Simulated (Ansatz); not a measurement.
Si2Ni:
```cif
data_Ni4Si8
_chemical_formula_sum 'Si8 Ni4'
_space_group_name_H-M_alt 'Fm-3m'
_space_group_IT_number 225
_space_group_name_Hall '-F 4 2 3'
_cell_length_a 5.34799
_cell_length_b 5.34799
_cell_length_c 5.34799
_cell_angle_alpha 90.000
_cell_angle_beta 90.000
_cell_angle_gamma 90.000
loop_
_atom_site_label
_atom_site_type_symbol
_atom_site_symmetry_multiplicity
_atom_site_Wyckoff_symbol
_atom_site_fract_x
_atom_site_fract_y
_atom_site_fract_z
_atom_site_occupancy
Si1 Si 8 c 0.25000 0.25000 0.25000 1
Ni1 Ni 4 a 0.00000 0.00000 0.00000 1
```
(The calculation used a cell of 3 atoms; values per cell refer to that cell.)

Relaxed with LDA.

Question: Decompose the optical modes at the zone centre into irreducible representations, and say which are infrared and Raman allowed.

Answer: Point group m-3m: Γ_opt = T1u + T2g. Infrared: T1u. Raman: T2g.

Question: Assign frequencies (DFPT, LDA in the plane-wave PAW code Ansatz).

Answer: T1u 314, T2g 333 cm⁻¹.

The cell was relaxed with LDA under the symmetry of its start; of distortions, only those at the zone centre were tested. No spin polarisation was allowed. As this level gives no gap, phonon frequencies hold no LO–TO term and depend on the k-mesh and smearing (Fermi–Dirac, 0.1 eV here).

Potentials: the earlier of the program's two PAW sets.
